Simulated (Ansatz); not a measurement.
NaCl (rock salt, space group No. 225), the program Ansatz at the LDA level (PAW): ε∞ = 2.67, cell volume 40.79 Å³. Infrared-active transverse modes:

```csv
ω_TO (cm⁻¹),oscillator strength S_xx (e²/amu)
188.4,0.08232
```

Q: Compute the static dielectric constant.

A: Each mode adds (4.921e7/V) S/ω²: 2.80. So ε0 = 5.47.

Q: What LO frequency does the Lyddane–Sachs–Teller relation give?

A: ω_LO = ω_TO √(ε0/ε∞) = 270 cm⁻¹.

Space group Fm-3m (rock salt). The cell was relaxed with LDA under the symmetry of its start.

Potentials: the earlier of the program's two PAW sets. The files were generated under PBE; for other functionals the program regenerates the frozen cores, and for LDA and PBEsol the local potential too.
